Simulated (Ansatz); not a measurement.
## Ga₃BAs₄: rattling a relaxed structure

It was reached by relaxing an invented guess, and it needn't be the stable form of this composition.

These are results of Ansatz 0.2.0, DFT PBE, scalar-relativistic, plane waves, PAW, not measurements. Plane waves to 420 eV, a k mesh through Γ of 8×8×8 on the computed 8-atom cell and Gaussian smearing (0.02 eV); no spin polarisation.

The cell below (8 atoms, space group I-42m (No. 121)) is relaxed within its symmetry.

```xyz
8
Lattice="-2.7585 2.7585 5.4754 2.7585 -2.7585 5.4754 2.7585 2.7585 -5.4754" Properties=species:S:1:pos:R:3 pbc="T T T"
Ga    0.0000    0.0000    5.4754
Ga    2.7585    0.0000    2.7377
Ga    0.0000    2.7585    2.7377
B     0.0000    0.0000    0.0000
As   -1.5432    1.5432    4.2194
As    1.5432    1.5432    6.7315
As    1.5432   -1.5432    4.2194
As    1.2153    1.2153    1.2560
```

For the test it was strained at random (σ = 1.5 % a component), the atoms were moved at random (σ = 0.10 Å), and all was relaxed again on a coarse 4×4×4 mesh (in the run’s order of axes) with 0.10 eV smearing, with no symmetry imposed.

Q: Is the structure stable against such a distortion?

A: It returns, within 1 meV/atom of the unmoved cell on that mesh and with the same symmetry when read at 0.1 Å. So it is stable against the distortions that fit this cell and that this random move excites. Modes that don't fit the cell aren't tested.
